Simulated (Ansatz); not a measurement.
**Scan of one atom of the cell for Al (fcc, Cu type)**

Relaxed Al (fcc, Cu type):

```
Al
1.0
    3.99072     0.00000     0.00000
    0.00000     3.99072     0.00000
    0.00000     0.00000     3.99072
Al
4
Direct
  0.00000   0.00000   0.00000
  0.50000   0.50000   0.00000
  0.50000   0.00000   0.50000
  0.00000   0.50000   0.50000
```

In this cell atom 4 (Al, nearest neighbour Al at 2.822 Å; its periodic images, 4.0 Å or more away, move with it) is moved by s along Cartesian [110], unit vector (0.707, 0.707, 0.000); all other atoms and the cell stay fixed.

Computed with r2SCAN (plane waves to 500 eV, PAW, scalar-relativistic; Ansatz, an electronic-structure program). k mesh 9×9×9 (Γ-centred), Fermi-Dirac smearing 0.05 eV. E stands for the smeared free energy. Compression counts positive. With partly filled bands, energies and forces of such displacements shift with the k mesh and the smearing. F∥ is the force on the atom along that direction. On this mesh the relaxed cell isn't quite at rest: it carries a pressure of 0.3 GPa (compression positive) at the zero of the scan. Al was relaxed with its symmetry unable to fall. The PAW data are Ansatz's earlier set. ΔE is measured from the undisplaced structure.

```tsv
s (Å)	ΔE (meV/cell)	P (GPa)	F∥ (eV/Å)
-0.560	1041	7.8	4.413
-0.448	623	5.0	3.116
-0.336	332	2.9	2.113
-0.224	142	1.4	1.309
-0.112	35	0.6	0.625
0.000	0	0.3	0.000
0.112	35	0.6	-0.625
0.224	142	1.4	-1.309
0.336	332	2.9	-2.113
0.448	623	5.0	-3.116
0.560	1041	7.8	-4.413
```

Read from the data:

| Property | Result |
|---|---|
| Energy at s = 0.560 Å | 1041 meV/cell |
| Force along the line at s = -0.560 Å | 4.41 eV/Å |
| Symmetry of the curve | even: the same for both signs |
| Shape of the curve | a single well with its minimum at or next to zero displacement |
| Force constant k = d²E/ds² at s = 0 (finite differences) | 5.49 eV/Å² |
| Harmonic estimate at the end of the scan | ½ks² = 861 meV/cell against the computed 1041 meV/cell, so the well is stiffer than harmonic there |

(For displaced atoms, the force is minus the slope of the energy, and its curvature is a force constant, which sets phonon frequencies.)
